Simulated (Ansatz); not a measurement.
Space group Cmce (No. 64). a = 7.106 Å, b = 4.255 Å, c = 8.769 Å, α = 90.00°, β = 90.00°, γ = 90.00°
| atom | site | symmetry | x | y | z |
| --- | --- | --- | --- | --- | --- |
| Br | 8f | m.. | 0.5000 | 0.6392 | 0.1158 |

Equation of state of this Br structure (not necessarily the ground state), with shape and atoms relaxed at each volume where symmetry leaves them free. All numbers below come from DFT r2SCAN, scalar-relativistic, plane waves, PAW (Ansatz).

Settings: cutoff 500 eV, Γ-centred mesh 8×8×4 on the computed 4-atom cell, Gaussian smearing of 0.02 eV; no spin polarisation.

```tsv
V (Å³/atom)	E − E(largest V) (meV/atom)	P (GPa)	gap on mesh (eV)
31.152	0.79	0.63	1.66
32.146	-1.89	0.26	1.68
33.140	-2.60	-0.02	1.68
34.134	-1.84	-0.22	1.69
35.129	0.00	-0.37	1.70
```

Task: Fit a third-order Birch–Murnaghan equation to E(V).

Result: V0 = 33.07 Å³/atom, B0 = 8 GPa, B0' = 9.1. B0' is unusual or poorly fixed by this range. Weakly bound parts are held here without a dispersion correction, so V0, B0 and B0' are rough as values of the real crystal.

The cell holds molecules, and r2SCAN describes their binding at middle range but leaves out its long-range dispersion part.

The gaps are read on the mesh, which can miss the band edges, so they can be too wide.

Cost: 5 runs of about 7.4 core-minutes in all, on Arm Neoverse V2 (shared hosts).